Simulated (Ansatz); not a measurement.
Consider the following.

GaSb:
```cif
data_GaSb
_chemical_formula_sum 'Ga1 Sb1'
_space_group_name_H-M_alt 'P-6m2'
_space_group_IT_number 187
_space_group_name_Hall 'P -6 2'
_cell_length_a 4.00516
_cell_length_b 4.00516
_cell_length_c 3.63282
_cell_angle_alpha 90.000
_cell_angle_beta 90.000
_cell_angle_gamma 120.000
loop_
_atom_site_label
_atom_site_type_symbol
_atom_site_symmetry_multiplicity
_atom_site_Wyckoff_symbol
_atom_site_fract_x
_atom_site_fract_y
_atom_site_fract_z
_atom_site_occupancy
Ga1 Ga 1 a 0.00000 0.00000 0.00000 1
Sb1 Sb 1 f 0.66667 0.33333 0.50000 1
```

This is the PBE-relaxed structure.

### Question
All from the program Ansatz at the PBE level (PAW), unless another level is named. Give the electronic character.

### Answer
metallic (no gap).

### Question
And the density of states at the Fermi level?

### Answer
0.51 states/eV per atom (mean over ±0.08 eV).

### Question
What about the formation energy from the elements (no fitted shifts)?

### Answer
0.094 eV/atom.

A made-up cell: these elements were put on the sites of a structure type; neither database checked (COD, Materials Project) lists it. It is not the phase usual at ambient conditions (space group No. 216). The cell was relaxed with PBE under the symmetry of its start; whether a distortion lowers the energy is not shown. The references are the lowest solids computed at this level, not always the standard phases. Scalar-relativistic: spin–orbit coupling is off unless named, which matters more the heavier the elements.

Potentials: the later of the program's two PAW sets.
